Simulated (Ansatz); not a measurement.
Relaxed-ion elastic tensor of C in space group P6_222 (No. 180; C on 3c) in GPa (Voigt order), plane-wave PAW PBEsol (Ansatz code); density 3.69 g/cm³, 5.40 Å³ per atom.

```
      1     2     3    4    5    6
-  ----  ----  ----  ---  ---  ---
1  1200  87.7  71.0  0.0  0.0  0.0
2  87.7  1200  71.0  0.0  0.0  0.0
3  71.0  71.0  1170  0.0  0.0  0.0
4   0.0   0.0   0.0  554  0.0  0.0
5   0.0   0.0   0.0  0.0  554  0.0
6   0.0   0.0   0.0  0.0  0.0  557
```

Task: Is the crystal mechanically stable?

Result: Yes: the smallest eigenvalue of C is 554 GPa.

Task: Work out the Voigt, Reuss and Hill averages.

Result: K_V = 448, K_R = 448, K_H = 448; G_V = 556, G_R = 556, G_H = 556 GPa.

Task: Give Young's modulus, Poisson's ratio, Pugh's ratio and the universal anisotropy index.

Result: E = 9KG/(3K + G) = 1180 GPa; ν = 0.06; K/G = 0.81 (brittle by the Pugh limit of 1.75); A_U = 5G_V/G_R + K_V/K_R − 6 = 0.00.

Task: Estimate the sound speeds and the Debye temperature.

Result: v_l = √((K + 4G/3)/ρ) = 17900 m/s, v_t = √(G/ρ) = 12300 m/s, mean 13400 m/s; Θ = (h/k)(3n/4πV)^(1/3) v_m = 2270 K.

Task: How much does each axis shrink under pressure?

Result: Linear compressibilities β_i = Σ_j S_ij (j = 1 to 3): x 0.73, y 0.73, z 0.76 per TPa.

The start of the workflow was typed in or built on a structure type; neither database checked (COD, Materials Project) lists it. It is not the phase usual at ambient conditions (space group No. 194, 227). The cell was relaxed with PBEsol under the symmetry of its start; its stability against distortions is not shown here.

Potentials: the earlier of the program's two PAW sets. The files were generated under PBE; for other functionals the program regenerates the frozen cores, and for LDA and PBEsol the local potential too.
